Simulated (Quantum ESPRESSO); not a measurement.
# Solid-state NMR card for TiO₂

```yaml
crystal:
  lattice:
    - [4.59220, 0.00000, 0.00000]
    - [0.00000, 4.59220, 0.00000]
    - [0.00000, 0.00000, 2.95740]
  atoms:
    - { symbol: Ti, position: [0.00000, 0.00000, 0.00000] }
    - { symbol: Ti, position: [0.50000, 0.50000, 0.50000] }
    - { symbol: O, position: [0.30416, 0.30416, 0.00000] }
    - { symbol: O, position: [0.19584, 0.80416, 0.50000] }
    - { symbol: O, position: [0.69584, 0.69584, 0.00000] }
    - { symbol: O, position: [0.80416, 0.19584, 0.50000] }
```
The cell was made here from an entry of the Crystallography Open Database (unchecked): atoms relaxed with PBE in the measured cell (PBE without dispersion, pw.x of a modified build of Quantum ESPRESSO, symmetry kept).  Stability against distortions was not tested. The run has no spin polarisation.

Shieldings are absolute and leave out the bulk-susceptibility term; a larger σ means a smaller chemical shift. By our sweeps, such settings leave a few ppm in absolute σ. Static lattice: thermal averaging is not included.

Q: What do the calculations give at each independent site (shieldings by GIPAW with PBE in Quantum ESPRESSO, on JTH PAW datasets, 22.5 Ha, k-mesh 6×6×9 shifted, f-sum rule met within 0.006 %)?

A: 
| site | site symmetry | σ_iso (ppm) |
|---|---|---|
| Ti (atoms 1, 2) | mmm | -184 |
| O (atoms 3, 4, 5, 6) | m2m | -394 |
